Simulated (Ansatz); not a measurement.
Here is the system:

Starting cell, HfN (rock salt):

```xyz
2
Lattice="0.0000 2.2739 2.2739 2.2739 0.0000 2.2739 2.2739 2.2739 0.0000" Properties=species:S:1:pos:R:3 pbc="T T T"
N      0.0000     0.0000     0.0000
Hf     2.2739     2.2739     2.2739
```

Two-dimensional scan of atom 1 (N, nearest neighbour Hf at 2.274 Å; its periodic images, 3.2 Å or more away, move with it): u runs along (1.000, 0.000, 0.000), v along (0.000, 0.000, 1.000) (Cartesian). Cell and other atoms are fixed.

These are PBE (plane waves to 420 eV, PAW, scalar-relativistic; Ansatz, a program for electronic structure) values and carry that method's errors. k mesh 14×14×14 (Γ-centred), Fermi-Dirac smearing 0.05 eV. Energies are smeared free energies. With partly filled bands, energies and forces of such displacements shift with the k mesh and the smearing. HfN is run without spin polarisation. HfN was relaxed with its symmetry unable to fall. Spin-orbit coupling is left out, though Hf is heavy. ΔE is measured from the undisplaced structure. Axes are in Å.

The scan covers u from -0.340 to 0.340 Å in 7 points and v from -0.340 to 0.340 Å in 7 points.

**Question.** Is the undisplaced position a minimum, a maximum or a saddle of this map?

**Answer.** A minimum.

**Question.** What are the two principal curvatures of the energy at the centre?

**Answer.** 10.8 eV/Å², isotropic.

(For displaced atoms, the force is minus the slope of the energy, and its curvature is a force constant, which sets phonon frequencies.)
